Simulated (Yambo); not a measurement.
A G0W0@PBEsol run in Yambo for GaAlAs2 (space group R3m, No. 160) (4×4×4 Γ-centred k mesh, 210 bands and a 6 Ry block in the screening, 210 bands in G with the Bruneval-Gonze terminator, plasmon pole fitted at 27.2 eV) gives these matrix elements, in eV, at the band edges (Γ → Γ):

| state | E0 | <Vxc> | <Σx> | <Σc(E0)> | Z |
|---|---|---|---|---|---|
| valence edge | 0.000 | -12.958 | -15.319 | 1.397 | 0.791 |
| conduction edge | 0.713 | -13.043 | -9.650 | -3.272 | 0.794 |

Problem. Solve the linearised quasiparticle equation for both states, give the gap, and say how exchange and correlation each act on it.

Solution. E = E0 + Z(Σx + Σc − Vxc). Valence: 0.000 + 0.791 × (-15.319 + (1.397) − (-12.958)) = -0.76 eV. Conduction: 0.713 + 0.794 × (-9.650 + (-3.272) − (-13.043)) = 0.81 eV. The gap is 1.57 eV, against 0.71 eV in PBEsol. Replacing Vxc by bare exchange alone would open it by 5.75 eV; correlation takes back 4.67 eV of that, and Z scales what is left. Convergence of the G0W0 settings was not tested. 

The standard potentials for As, Ga keep a d shell in the valence without the s and p states of that shell. In tests on such compounds this moved G0W0 gaps by up to about 0.9 eV, so absolute quasiparticle energies here are unreliable; differences between settings are what counts.

Spin-orbit coupling is included.

Geometry relaxed with PBEsol; primitive cell a = b = c = 6.937 Å, α = β = γ = 33.60°.

The structure is a Materials Project entry; no match was found in the copy of COD used, and its stability was not checked.
